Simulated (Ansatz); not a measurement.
**Cu: energy along a strain**

Cu, I4/mmm, a = 2.886 Å, c = 2.752 Å (as given, not relaxed at this level: -1.4 GPa). This isn't the element's structure at ambient conditions. Ansatz: PBEsol, PAW, 420 eV, Γ-centred 24×24×24 mesh on 1 atom, Gaussian smearing 0.15 eV; no spin polarisation. Cell vectors (Å): -1.443 1.443 1.376; 1.443 -1.443 1.376; 1.443 1.443 -1.376. The cell is strained by x per cent times the pattern (0 0 0 1 0 0) in the order xx yy zz yz xz xy (engineering shears), with fractional coordinates held. y is the free energy over the start, V0 = 11.458 Å³/atom. Symmetry makes y even in x.

| x (%) | y (meV/atom) |
| --- | --- |
| -4.00 | ? |
| -2.00 | 1.38 |
| 0.00 | 0.00 |
| 0.50 | 0.09 |
| 1.00 | 0.35 |
| 1.50 | 0.78 |
| 2.50 | 2.17 |
| 3.00 | 3.13 |
| 3.50 | 4.27 |

Task: Fit y = c2 x² + c4 x⁴ to the other rows, get the stiffness along the pattern, and predict the missing energy.

Result: Least squares on the rows shown. y = 0.3453 x² + 0.0002726 x⁴. The clamped-ion stiffness p·C·p = 2 × 3.453 eV × 160.2 / 11.458 Å³ = 97 GPa, which is C44 in these axes (second derivative at the start, which stands under stress). At x = -4.00 the fit asked for gives 5.59 meV/atom. The run gave 5.60 meV/atom, so the fit is 0.01 meV/atom too low, a small miss on the scale of the series.